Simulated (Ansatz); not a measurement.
Total density of states per atom from plane-wave PAW LDA (Ansatz code), in 0.25 eV bins, energy from the valence-band maximum:

(E (eV), states/eV/atom): (-7.85, 0.07); (-7.60, 0.68); (-7.35, 0.58); (-7.10, 0.00); (-6.85, 0.02); (-6.60, 0.29); (-6.35, 0.47); (-6.10, 0.93); (-5.85, 1.11); (-5.60, 0.56); (-5.35, 0.13); (-5.10, 0.12); (-4.85, 0.15); (-4.60, 0.21); (-4.35, 0.01); (-4.10, 0.00); (-3.85, 0.00); (-3.60, 0.00); (-3.35, 0.00); (-3.10, 0.00); (-2.85, 0.00); (-2.60, 0.60); (-2.35, 0.66); (-2.10, 0.76); (-1.85, 0.81); (-1.60, 0.85); (-1.35, 0.89); (-1.10, 0.68); (-0.85, 0.09); (-0.60, 0.00); (-0.35, 0.68); (-0.10, 0.66); (0.15, 0.00); (0.40, 0.00); (0.65, 0.00); (0.90, 0.00); (1.15, 0.00); (1.40, 0.00); (1.65, 0.00); (1.90, 0.00); (2.15, 0.00); (2.40, 0.00); (2.65, 0.00); (2.90, 0.00); (3.15, 0.00); (3.40, 0.00); (3.65, 0.00); (3.90, 0.00); (4.15, 0.00); (4.40, 0.00); (4.65, 0.00); (4.90, 0.00); (5.15, 0.07); (5.40, 0.15); (5.65, 0.31); (5.90, 0.45); (6.15, 0.34); (6.40, 0.04); (6.65, 0.06); (6.90, 0.10); (7.15, 0.12); (7.40, 0.10); (7.65, 0.10); (7.90, 0.10); (8.15, 0.06); (8.40, 0.07); (8.65, 0.20); (8.90, 0.15); (9.15, 0.23); (9.40, 0.28); (9.65, 0.36)

Pick the material that matches.
(A) TaC, rock salt
(B) Li2CO3, C2/c (Li on 8f, C on 4e, O on 4e, O on 8f)
(C) NaAuO2, Cmcm (Na on 4c, Au on 4c, O on 8f)
(D) Hf3N2O3, Cm (Pearson symbol mS32)

B, Li2CO3, C2/c (Li on 8f, C on 4e, O on 4e, O on 8f). Top 1 eV of the valence band: O 2p 98 %. Bottom 1 eV of the conduction band: C 2p 49 %, O 2p 38 %, outside the projected shells 9 %. Projections are on Löwdin-orthogonalised atomic valence shells; empty p or d shells of many metals are not among them.

The workflow started from a Materials Project entry (that database holds measured and hypothetical structures alike); the Crystallography Open Database files this formula in space group No. 15, but the cells were not matched. Its standing as an ambient phase is unchecked. The cell was relaxed with LDA under the symmetry of its start; whether a distortion lowers the energy is not shown.

Potentials: the later of the program's two PAW sets.
